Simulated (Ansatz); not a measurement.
AlPt:
```yaml
crystal:
  lattice:
    - [3.06045, 0.00000, 0.00000]
    - [0.00000, 3.06045, 0.00000]
    - [0.00000, 0.00000, 3.06045]
  atoms:
    - { symbol: Al, position: [0.00000, 0.00000, 0.00000] }
    - { symbol: Pt, position: [0.50000, 0.50000, 0.50000] }
```

Relaxed with PBEsol. Special points in fractions of this cell's reciprocal vectors: Γ (0.000, 0.000, 0.000); X (0.000, 0.500, 0.000); M (0.500, 0.500, 0.000); R (0.500, 0.500, 0.500).

Problem. List the band energies nearest the Fermi level at these points for plane-wave PAW PBEsol with spin–orbit coupling (Ansatz code).

Solution. In eV from the Fermi level; about four levels below and three above (degenerate sets whole), none deeper than 8.9 eV; points with the same levels are listed once.

| k | below | above |
|---|---|---|
| Γ | -2.92 -2.92 -2.92 -2.92 -2.14 -2.14 | 3.21 3.21 4.17 4.17 4.17 4.17 |
| X | -2.37 -2.37 -0.83 -0.83 | 6.04 6.04 8.01 8.01 |
| M | -2.93 -2.93 -1.40 -1.40 | 1.06 1.06 3.67 3.67 |
| R | -1.36 -1.36 -1.36 -1.36 | 0.50 0.50 0.73 0.73 |

Space group Pm-3m (CsCl type). The first step of the workflow began from a Materials Project structure, measured or hypothetical; the Crystallography Open Database copy checked does not list it. With Al and Pt taken as one species the cell has the higher symmetry Im-3m, so it may be an ordered model of a mixed-site phase. Its standing as an ambient phase is unchecked. Symmetry was held in the PBEsol relaxation; phonons on a q-mesh show weakly imaginary modes. The run is not spin-polarised.

Potentials: the later of the program's two PAW sets.
